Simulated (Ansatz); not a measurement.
Relaxed HfN (rock salt):

```yaml
crystal:
  lattice:
    - [0.00000, 4.52593, 4.52593]
    - [2.26297, 0.00000, 2.26297]
    - [2.26297, 2.26297, 0.00000]
  atoms:
    - { symbol: N, position: [0.00000, 0.00000, 0.00000] }
    - { symbol: N, position: [0.50000, 0.00000, 0.00000] }
    - { symbol: Hf, position: [0.25000, 0.50000, 0.50000] }
    - { symbol: Hf, position: [0.75000, 0.50000, 0.50000] }
```

In each cell atom 3 (Hf, nearest neighbour N at 2.263 Å; its periodic images, 3.2 Å or more away, move with it) moves by s·(0.000, 0.000, 1.000) (along Cartesian z), the rest being held.

Calculation: r2SCAN (plane waves to 500 eV, PAW, scalar-relativistic; Ansatz, a quantum-chemistry and plane-wave program). k mesh 7×14×14 (Γ-centred), Fermi-Dirac smearing 0.05 eV. Energies are smeared free energies. Left out: 2 of 11 points, with atoms too close for the PAW data. With partly filled bands, energies and forces of such displacements shift with the k mesh and the smearing. HfN is run without spin polarisation. HfN was relaxed with its symmetry unable to fall. Spin-orbit coupling is left out, though Hf is heavy. The PAW data are Ansatz's earlier set. ΔE is measured from the undisplaced structure. The last digit holds for this mesh only.

| s (Å) | ΔE (meV/cell) |
|---|---|
| -0.360 | withheld |
| -0.270 | 453.6 |
| -0.180 | 184.1 |
| -0.090 | 43.6 |
| 0.000 | 0.0 |
| 0.090 | 43.6 |
| 0.180 | 184.1 |
| 0.270 | 453.6 |
| 0.360 | withheld |

Q: Fit an even polynomial form (powers 2, 4) to the given rows and predict ΔE at s = 0.360.

A: Least squares on the 7 given rows: ΔE = (5254)·s² + (13280)·s⁴, in meV/cell with s in Å; root-mean-square residual 0.10 meV/cell. At 0.360 the fit gives 904.0 meV/cell; the calculation gives 901.0 meV/cell, so the extrapolation is off by 3.0 (+0.3 %). The quadratic term alone would give 680.9 meV/cell.

(A displaced cell: forces are minus the slopes of the energy, force constants its curvatures, and phonons follow from these.)
